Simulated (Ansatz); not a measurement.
SrHfN2:
```
SrHfN2
1.0
    6.38617     0.00000     0.00000
    0.00000     7.89353     0.00000
    0.00000     0.00000     5.75227
Sr Hf N
4 4 8
Direct
  0.58285   0.87927   0.97669
  0.41715   0.12073   0.47669
  0.91715   0.37927   0.47669
  0.08285   0.62073   0.97669
  0.06477   0.12631   0.99539
  0.93523   0.87369   0.49539
  0.43523   0.62631   0.49539
  0.56477   0.37369   0.99539
  0.61934   0.83734   0.42874
  0.38066   0.16266   0.92874
  0.88066   0.33734   0.92874
  0.11934   0.66266   0.42874
  0.54547   0.40842   0.34520
  0.45453   0.59158   0.84520
  0.95453   0.90842   0.84520
  0.04547   0.09158   0.34520
```

Relaxed with r²SCAN.

Task: Give the Bader charges and basin volumes of the independent atoms, plane-wave PAW r²SCAN (Ansatz code).

Result: 

```
atom  Bader charge (e)  Bader volume (Å³)
----  ----------------  -----------------
Sr1              +1.48               19.0
Hf5              +2.26               13.4
N9               -1.89               20.6
N13              -1.85               19.6
```

Space group Pna2_1. The start of the workflow was typed in or built on a structure type; neither database checked (COD, Materials Project) lists it. Its standing as an ambient phase is unchecked. Symmetry was held in the r²SCAN relaxation; its stability against distortions is not shown here. No spin polarisation was allowed. Spin–orbit coupling is left out wherever it is not named.

Potentials: the earlier of the program's two PAW sets. The files were generated under PBE; for other functionals the program regenerates the frozen cores, and for LDA and PBEsol the local potential too.
